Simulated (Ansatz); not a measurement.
Al2O3 (corundum)

Space group R-3c, hexagonal axes (No. 167); a = b = 4.808 Å, c = 13.122 Å, α = β = 90.00°, γ = 120.00°

```json
[
 {"atom": "Al", "site": "12c", "symmetry": "3.", "x": "0.0000", "y": "0.0000", "z": "0.1479"},
 {"atom": "O", "site": "18e", "symmetry": ".2", "x": "0.3062", "y": "0.3062", "z": "0.2500"}
]
```
(The calculation used a cell of 10 atoms; values per cell refer to that cell.)

Equation-of-state scan: isotropic scaling of the cell above, V₀ being its volume. The atoms relax within the cell's symmetry.

All values below come from PBE (plane waves to 420 eV, PAW, scalar-relativistic; Ansatz, a program for electronic structure). k mesh 8×8×8 (Γ-centred), Fermi-Dirac smearing 0.05 eV. E stands for the smeared free energy. Compression counts positive. With the shape held, the modulus is that of even scaling; a crystal free to change shape is softer. Al2O3 was relaxed with its symmetry unable to fall. The PAW data are Ansatz's earlier set. ΔE is measured from the relaxed starting cell.

The scan covers V/V₀ from 0.940 to 1.060 in 13 points.

Task: What is ΔE at V/V₀ = 1.060?

Result: 20.5 meV/atom.

Task: What pressure does the cell carry at V/V₀ = 0.940?

Result: 16.1 GPa.

Task: What is ΔE at V/V₀ = 0.940?

Result: 25.2 meV/atom.

(A scan under strain: stresses follow from slopes of the energy per volume, elastic moduli from its curvatures.)
